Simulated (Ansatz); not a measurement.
Given:

SiNi:
```
CELL_PARAMETERS angstrom
      5.13912     0.00000     0.00000
      0.00000     3.39681     0.00000
      0.00000     0.00000     5.59762
ATOMIC_POSITIONS crystal
  Si 0.82091 0.75000 0.58583
  Si 0.17909 0.25000 0.41417
  Si 0.67909 0.25000 0.08583
  Si 0.32091 0.75000 0.91417
  Ni 0.50844 0.25000 0.68855
  Ni 0.49156 0.75000 0.31145
  Ni 0.99156 0.75000 0.18855
  Ni 0.00844 0.25000 0.81145
```

This is the PBE-relaxed structure.

**Question.** All from the program Ansatz at the PBE level (PAW), unless another level is named. Give the electronic character.

**Answer.** metallic (no gap).

**Question.** What about the formation energy from the elements (no fitted shifts)?

**Answer.** -0.50 eV/atom.

**Question.** Next, the density of states at the Fermi level?

**Answer.** 0.29 states/eV per atom (mean over ±0.08 eV).

Space group Pnma. The cell keeps a stress of up to 0.3 GPa. The PBE relaxation kept the symmetry of its start. The run is not spin-polarised. The references are the lowest solids computed at this level, not always the standard phases.

Potentials: the earlier of the program's two PAW sets.
